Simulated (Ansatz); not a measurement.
Two-dimensional strain map in BaLiF$_{3}$

Computed with DFT LDA, scalar-relativistic, plane waves, PAW (Ansatz 0.2.0). Settings: plane waves to 420 eV, k-mesh 6×6×6 (Γ-centred), Gaussian smearing 0.05 eV. No spin polarisation. Energies are free energies at this smearing, counted from the undisturbed cell; pressure is positive in compression.

The starting cell (as given, not relaxed at this level; it stands at -6.0 GPa, and it needn't be the usual structure):

```
CELL_PARAMETERS angstrom
3.98858 0.00000 0.00000
0.00000 3.98858 0.00000
0.00000 0.00000 3.98858
ATOMIC_POSITIONS crystal
Ba 0.00000 0.00000 0.00000
Li 0.50000 0.50000 0.50000
F 0.00000 0.50000 0.50000
F 0.50000 0.50000 0.00000
F 0.50000 0.00000 0.50000
```

The cell is strained by p along both x and y and by q along z, fractional coordinates fixed. Points are written (p, q).

p was sampled at -0.030, -0.015, 0.000, 0.015, 0.030 and q at -0.030, -0.015, 0.000, 0.015, 0.030.

Question: Where on the computed points is the energy highest, and how high?

Answer: At (0.030, 0.030): 61.9 meV/atom.

Question: Away from (0, 0), which computed point is lowest?

Answer: (-0.030, -0.015): -18.3 meV/atom.

The map, in meV/atom:

| p \ q | -0.030 | -0.015 | 0.000 | 0.015 | 0.030 |
| --- | --- | --- | --- | --- | --- |
| -0.030 | -18.1 | -18.3 | -15.7 | -10.9 | -3.9 |
| -0.015 | -17.4 | -15.6 | -11.2 | -4.7 | 3.9 |
| 0.000 | -9.8 | -6.0 | 0.0 | 8.1 | 18.0 |
| 0.015 | 3.9 | 9.3 | 16.9 | 26.4 | 37.6 |
| 0.030 | 22.8 | 29.7 | 38.7 | 49.5 | 61.9 |

Symmetry holds off the tilts and polar distortions that many cubic perovskites undergo.